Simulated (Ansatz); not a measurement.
SiC:
```xyz
2
Lattice="0.0000 2.1899 2.1899 2.1899 0.0000 2.1899 2.1899 2.1899 0.0000" Properties=species:S:1:pos:R:3 pbc="T T T"
Si     3.2848     3.2848     3.2848
C      0.0000     0.0000     0.0000
```

Relaxed with PBE. Special points in fractions of this cell's reciprocal vectors: Γ (0.000, 0.000, 0.000); X (0.500, 0.000, 0.500); U (0.625, 0.250, 0.625); K (0.375, 0.375, 0.750); L (0.500, 0.500, 0.500); W (0.500, 0.250, 0.750).

Problem. List the band energies nearest the valence-band maximum at these points for the program Ansatz at the PBE level (PAW).

Solution. In eV from the valence-band maximum; about four levels below and three above (degenerate sets whole), none deeper than 8.9 eV; … stands for higher levels left out; points with the same levels are listed once.

```
k              below        above
-  -----------------  -----------
Γ     0.00 0.00 0.00       6.03 …
X  -7.75 -3.16 -3.16  1.37 4.28 …
U  -7.24 -5.47 -2.58  3.10 7.68 …
L  -8.46 -1.05 -1.05       5.29 …
W  -7.01 -4.92 -4.63  5.19 9.29 …
```

Space group F-43m (zinc blende). Symmetry was held in the PBE relaxation.

Potentials: the earlier of the program's two PAW sets.
